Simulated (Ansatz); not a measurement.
NaCl:
```xyz
2
Lattice="3.3689 0.0000 0.0000 0.0000 3.3689 0.0000 0.0000 0.0000 3.3689" Properties=species:S:1:pos:R:3 pbc="T T T"
Na     0.0000     0.0000     0.0000
Cl     1.6844     1.6844     1.6844
```

This is the LDA-relaxed structure.

All from the program Ansatz at the LDA level (PAW), unless another level is named. Predict the electron effective mass.

0.34 mₑ (isotropic).

Next, the conduction-band minimum?

at Γ.

And the valence-band maximum?

at M.

Space group Pm-3m (CsCl type). This is a known high-pressure phase of the composition, computed here at zero pressure and temperature. The cell was relaxed with LDA under the symmetry of its start. At this level the phase is dynamically unstable (imaginary phonons).

Potentials: the earlier of the program's two PAW sets. The files were generated under PBE; for other functionals the program regenerates the frozen cores, and for LDA and PBEsol the local potential too.

Edges and masses are those of Kohn–Sham bands, whose gap is no quasiparticle gap.
